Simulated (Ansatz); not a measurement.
Si2W:
```cif
data_Si16W8
_chemical_formula_sum 'Si16 W8'
_space_group_name_H-M_alt 'Fddd :1'
_space_group_IT_number 70
_space_group_name_Hall 'F 2 2 -1d'
_cell_length_a 4.59089
_cell_length_b 7.94130
_cell_length_c 8.97993
_cell_angle_alpha 90.000
_cell_angle_beta 90.000
_cell_angle_gamma 90.000
loop_
_space_group_symop_operation_xyz
  'x, y, z'
  '-x, -y, z'
  'x, -y, -z'
  '-x, y, -z'
  '-x+1/4, -y+1/4, -z+1/4'
  'x+1/4, y+1/4, -z+1/4'
  '-x+1/4, y+1/4, z+1/4'
  'x+1/4, -y+1/4, z+1/4'
  'x, y+1/2, z+1/2'
  '-x, -y+1/2, z+1/2'
  'x, -y+1/2, -z+1/2'
  '-x, y+1/2, -z+1/2'
  '-x+1/4, -y+3/4, -z+3/4'
  'x+1/4, y+3/4, -z+3/4'
  '-x+1/4, y+3/4, z+3/4'
  'x+1/4, -y+3/4, z+3/4'
  'x+1/2, y, z+1/2'
  '-x+1/2, -y, z+1/2'
  'x+1/2, -y, -z+1/2'
  '-x+1/2, y, -z+1/2'
  '-x+3/4, -y+1/4, -z+3/4'
  'x+3/4, y+1/4, -z+3/4'
  '-x+3/4, y+1/4, z+3/4'
  'x+3/4, -y+1/4, z+3/4'
  'x+1/2, y+1/2, z'
  '-x+1/2, -y+1/2, z'
  'x+1/2, -y+1/2, -z'
  '-x+1/2, y+1/2, -z'
  '-x+3/4, -y+3/4, -z+1/4'
  'x+3/4, y+3/4, -z+1/4'
  '-x+3/4, y+3/4, z+1/4'
  'x+3/4, -y+3/4, z+1/4'
loop_
_atom_site_label
_atom_site_type_symbol
_atom_site_symmetry_multiplicity
_atom_site_Wyckoff_symbol
_atom_site_fract_x
_atom_site_fract_y
_atom_site_fract_z
_atom_site_occupancy
Si1 Si 16 f 0.00000 0.33630 0.00000 1
W1 W 8 a 0.00000 0.00000 0.00000 1
```
(The calculation used a cell of 6 atoms; values per cell refer to that cell.)

This is the PBE-relaxed structure.

**Question.** All from plane-wave PAW PBE (Ansatz code), unless another level is named. Estimate the electronic character.

**Answer.** metallic (no gap).

**Question.** Predict the formation energy from the elements (no fitted shifts).

**Answer.** -0.22 eV/atom.

**Question.** Next, the density of states at the Fermi level?

**Answer.** 0.33 states/eV per atom (mean over ±0.08 eV).

The cell is a constructed one: a structure type filled with these elements; neither database checked (COD, Materials Project) lists it. It is not the phase usual at ambient conditions (space group No. 139). Symmetry was held in the PBE relaxation; its stability against distortions is not shown here. No spin polarisation was allowed. The references are the lowest solids computed at this level, not always the standard phases. Spin–orbit coupling is left out wherever it is not named.

Potentials: the earlier of the program's two PAW sets.
